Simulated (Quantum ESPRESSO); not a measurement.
SnSe is modelled in the cubic space group Fm-3m (No. 225), the rock salt structure, Pearson symbol cF8. Lattice parameters: a = 6.0209 Å, b = 6.0209 Å, c = 6.0209 Å, α = 90.00°, β = 90.00°, γ = 90.00°. Se on 4b has 6 Sn at 3.010 Å (octahedral). Sn on 4a sees 6 Se at 3.010 Å (octahedral). (Neighbours: up to the widest gap in distance over summed covalent radii, below 1.35, at either atom; cation-cation contacts left out.)
(The calculation used a cell of 2 atoms; values per cell refer to that cell.)

The geometry is that of Materials Project entry mp-2693, symmetrised and not relaxed again.

What does PBEsol (pw.x of Quantum ESPRESSO, ONCV potentials, scalar-relativistic) give for the electronic structure near the Fermi level?

Along the path the PBEsol gap is only about 0.03 eV, below what this setup resolves reliably; no G0W0 run was built on it. Semilocal functionals shrink small gaps, and the order of the bands at the edge may be inverted. Spin-orbit splittings are left out.

This is not the ordinary phase of the substance.
